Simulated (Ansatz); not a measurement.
Relaxation of a randomly generated symmetric cell of La2O3 (space group No. 194); 10 atoms in the cell, which starts as P6₃/mmc (No. 194), hP10; a = b = 4.6862 Å, c = 10.1329 Å, α = β = 90.00°, γ = 120.00°. Computed with r2SCAN (plane waves to 500 eV, PAW, scalar-relativistic; Ansatz, a first-principles code). Γ-centred k-mesh 8×8×4 on the run's cell, Fermi–Dirac smearing 0.05 eV. This is the first round of the run. 

The optimiser's lines from the output (shortened; P is positive under compression):

```
relax step   1: F+E_penalty+E_count = -28474.64549607 eV  Δ(F+E_penalty+E_count) = +0.000e0 eV  max|allowed force component| = 4.640e-1 eV/Å  Δτ_max = 0.0000 Å  P = -12.696 GPa  Ω = 192.714 Å³  (10 SCF iters, dr2 threshold 1.00e-7 eV, accepted)
relax step   2: F+E_penalty+E_count = -28476.18130773 eV  Δ(F+E_penalty+E_count) = -1.536e0 eV  max|allowed force component| = 1.792e0 eV/Å  Δτ_max = 0.0304 Å  P = -3.650 GPa  Ω = 168.323 Å³  (8 SCF iters, dr2 threshold 1.00e-6 eV, accepted)
relax step   3: F+E_penalty+E_count = -28476.67542315 eV  Δ(F+E_penalty+E_count) = -4.941e-1 eV  max|allowed force component| = 3.949e0 eV/Å  Δτ_max = 0.0519 Å  P = +7.554 GPa  Ω = 151.649 Å³  (7 SCF iters, dr2 threshold 1.00e-6 eV, accepted)
relax step   4: F+E_penalty+E_count = -28480.45976625 eV  Δ(F+E_penalty+E_count) = -3.784e0 eV  max|allowed force component| = 6.984e0 eV/Å  Δτ_max = 0.1949 Å  P = +16.493 GPa  Ω = 138.649 Å³  (9 SCF iters, dr2 threshold 1.00e-6 eV, accepted)
relax step   5: F+E_penalty+E_count = -28484.53419685 eV  Δ(F+E_penalty+E_count) = -4.074e0 eV  max|allowed force component| = 4.312e0 eV/Å  Δτ_max = 0.1950 Å  P = +15.212 GPa  Ω = 135.843 Å³  (7 SCF iters, dr2 threshold 1.00e-6 eV, accepted)
relax step   6: F+E_penalty+E_count = -28487.56956985 eV  Δ(F+E_penalty+E_count) = -3.035e0 eV  max|allowed force component| = 2.141e0 eV/Å  Δτ_max = 0.1688 Å  P = +3.266 GPa  Ω = 143.952 Å³  (8 SCF iters, dr2 threshold 1.00e-6 eV, accepted)
relax step   7: F+E_penalty+E_count = -28488.83968909 eV  Δ(F+E_penalty+E_count) = -1.270e0 eV  max|allowed force component| = 5.608e-3 eV/Å  Δτ_max = 0.1954 Å  P = +14.491 GPa  Ω = 138.255 Å³  (8 SCF iters, dr2 threshold 1.00e-6 eV, accepted)
relax step   8: F+E_penalty+E_count = -28489.47299862 eV  Δ(F+E_penalty+E_count) = -6.333e-1 eV  max|allowed force component| = 1.969e-1 eV/Å  Δτ_max = 0.0412 Å  P = -0.647 GPa  Ω = 152.113 Å³  (7 SCF iters, dr2 threshold 1.00e-6 eV, accepted)
relax step   9: F+E_penalty+E_count = -28489.77399226 eV  Δ(F+E_penalty+E_count) = -3.010e-1 eV  max|allowed force component| = 2.810e-2 eV/Å  Δτ_max = 0.0256 Å  P = -0.002 GPa  Ω = 154.247 Å³  (7 SCF iters, dr2 threshold 1.00e-6 eV, accepted)
relax step  10: F+E_penalty+E_count = -28489.87818849 eV  Δ(F+E_penalty+E_count) = -1.042e-1 eV  max|allowed force component| = 1.977e-2 eV/Å  Δτ_max = 0.0050 Å  P = +0.238 GPa  Ω = 157.218 Å³  (7 SCF iters, dr2 threshold 1.00e-6 eV, accepted)
relax step  11: F+E_penalty+E_count = -28489.87968369 eV  Δ(F+E_penalty+E_count) = -1.495e-3 eV  max|allowed force component| = 8.820e-3 eV/Å  Δτ_max = 0.0036 Å  P = -0.013 GPa  Ω = 157.989 Å³  (5 SCF iters, dr2 threshold 7.72e-7 eV, accepted)
relax step  12: F+E_penalty+E_count = -28489.87970377 eV  Δ(F+E_penalty+E_count) = -2.008e-5 eV  max|allowed force component| = 2.929e-3 eV/Å  Δτ_max = 0.0011 Å  P = -0.012 GPa  Ω = 157.991 Å³  (6 SCF iters, dr2 threshold 1.68e-9 eV, accepted)
relax step  13: F+E_penalty+E_count = -28489.88352229 eV  Δ(F+E_penalty+E_count) = -3.819e-3 eV  max|allowed force component| = 1.271e-3 eV/Å  Δτ_max = 0.0000 Å  P = +0.185 GPa  Ω = 157.991 Å³  stress off target by 5.50e-1 GPa  SCF on the basis re-selected at this cell (its energy is not comparable with the rows above)  (8 SCF iters)
relax step  14: F+E_penalty+E_count = -28489.88532693 eV  Δ(F+E_penalty+E_count) = -1.805e-3 eV  max|allowed force component| = 4.900e-4 eV/Å  Δτ_max = 0.0009 Å  P = +0.049 GPa  Ω = 158.646 Å³  (5 SCF iters, dr2 threshold 7.56e-7 eV, accepted)
relax step  15: F+E_penalty+E_count = -28489.88535947 eV  Δ(F+E_penalty+E_count) = -3.254e-5 eV  max|allowed force component| = 2.506e-4 eV/Å  Δτ_max = 0.0003 Å  P = -0.004 GPa  Ω = 158.840 Å³  (5 SCF iters, dr2 threshold 3.64e-8 eV, accepted)
relax step  16: F+E_penalty+E_count = -28489.88562979 eV  Δ(F+E_penalty+E_count) = -2.703e-4 eV  max|allowed force component| = 2.222e-4 eV/Å  Δτ_max = 0.0000 Å  P = -0.006 GPa  Ω = 158.840 Å³  stress off target by 7.52e-3 GPa  SCF on the basis re-selected at this cell (its energy is not comparable with the rows above)  (6 SCF iters)
```

From the first to the last row the energy changes by -1.52 eV/atom and the volume by -17.6 %. The last row is marked as not comparable with the walk above it, whose basis was carried along; it does compare with step 1, since both stand on a basis selected at the nominal cutoff for their own cell.

Later rounds, restarted from the end of this one on a renewed k-mesh, logged 2 more steps and released under 1 meV/atom more. The final structure after all rounds: P6₃/mmc (No. 194), hP10; a = b = 3.904 Å, c = 12.036 Å, α = β = 90.00°, γ = 120.00°. Between re-selections the logged energies stand on a plane-wave basis carried along with the cell. No spin polarisation in the result.

The run could not lose the symmetry of its start, so the end can be a saddle point.

The relaxed structure here is a generated cell of La2O3: the first start was made by a random draw of sites in a space group, and the end was not matched to a known phase here, so it may be hypothetical. Known forms of La2O3 include space group No. 164.
